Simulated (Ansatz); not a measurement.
Trial structure of Zr₂BiB, not yet relaxed:

```yaml
crystal:
  lattice:
    - [4.85100, 0.00000, 0.00000]
    - [0.00000, 4.85100, 0.00000]
    - [0.00000, 0.00000, 4.41314]
  atoms:
    - { symbol: Zr, position: [0.50000, 0.00000, 0.00000] }
    - { symbol: Zr, position: [0.00000, 0.50000, 0.00000] }
    - { symbol: B, position: [0.00000, 0.00000, 0.00000] }
    - { symbol: Bi, position: [0.50000, 0.50000, 0.50000] }
```

The calculation used DFT PBE, scalar-relativistic, plane waves, PAW (Ansatz). Plane waves to 420 eV, a k mesh through Γ of 4×4×4 on the computed 4-atom cell and Gaussian smearing (0.10 eV); no spin polarisation.

Formation energies are uncorrected and refer to the elements' standard structures at the same level.

**Question.** How far from equilibrium is it?

**Answer.** The pressure is -9.0 GPa (the mean over three directions, positive in compression), the largest force is 0.00 eV/Å (symmetry fixes the atoms), and the energy is +0.15 eV/atom against the elements. The shortest distance is 2.43 Å.

**Question.** Is it a good guess?

**Answer.** A fair one: relaxing gains under 0.1 eV/atom (the start's value is from the coarse mesh, so the gain is rough) in 8 ionic steps and ends at +0.06 eV/atom on the finer mesh. The symmetry stays P4/mmm (No. 123). The volume per atom shrinks by 12.3 %, from 26.0 to 22.8 Å³. The shortest distance goes from 2.43 Å (Zr–B) to 2.33 Å (Zr–B). Conventional cell: a = 4.651 Å, c = 4.208 Å. Around Zr lie 2 B at 2.33 Å, 4 Bi at 3.14 Å and 4 Zr at 3.29 Å; B is surrounded by 4 Zr at 2.33 Å; around Bi lie 8 Zr at 3.14 Å.

The last run used a 10×10×12 mesh (in the run's order of axes) for its 4-atom cell and Gaussian smearing of 0.10 eV. These runs have no spin–orbit coupling, which can matter for Bi. The relaxation can't lower the symmetry of the start, and the grade says only how near the guess is to its own end. A structure relaxed within its symmetry needn't be a true minimum.
